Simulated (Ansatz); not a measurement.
**Si2Ni: do energies and stresses tell the same story?**

These are results of DFT r2SCAN, scalar-relativistic, plane waves, PAW in Ansatz 0.2.0, not measurements.

Plane waves to 500 eV, a k mesh through Γ of 14×14×14 on the computed 3-atom cell and Gaussian smearing (0.10 eV); no spin polarisation.

Relaxed cell: Fm-3m, a = 5.386 Å, b = 5.386 Å, c = 5.386 Å, α = 90.00°, β = 90.00°, γ = 90.00°, 3 atoms in the primitive cell.

Energies at zero smearing and pressures from the stress tensor, at volumes with shape and atoms relaxed:
```csv
V (Å³/atom),E − E(first) (meV/atom),P (GPa)
12.239,0.00,11.56
12.630,-20.14,5.22
13.021,-26.26,0.01
13.411,-20.78,-4.41
13.802,-5.32,-8.16
```

Q: Check P = −dE/dV between neighbouring volumes, and get the bulk modulus from the pressures alone.

A: With 1 eV/Å³ = 160.2 GPa:
| middle V (Å³/atom) | −ΔE/ΔV (GPa) | mean P (GPa) |
| --- | --- | --- |
| 12.435 | 8.261 | 8.388 |
| 12.825 | 2.511 | 2.613 |
| 13.216 | -2.247 | -2.199 |
| 13.607 | -6.342 | -6.286 |

The two differ by 0.13 GPa at most. The mean of two end pressures misses the average over a step by about ΔV² P″/12, up to 0.11 GPa here; with that taken off 0.02 GPa remains. Around V = 13.021 Å³/atom, the two neighbours give B = −V ΔP/ΔV = 13.021 × 9.62 / 0.781 = 160.4 GPa, against B0 = 160.0 GPa from the Birch–Murnaghan fit of the energies.

A ferromagnetic start lost its moments in a first run, so spin was left out; other magnetic orders weren't tried.

Cost: 6 runs of about 2.6 core-minutes in all, on AMD EPYC 7R43 (Zen 3) (shared hosts).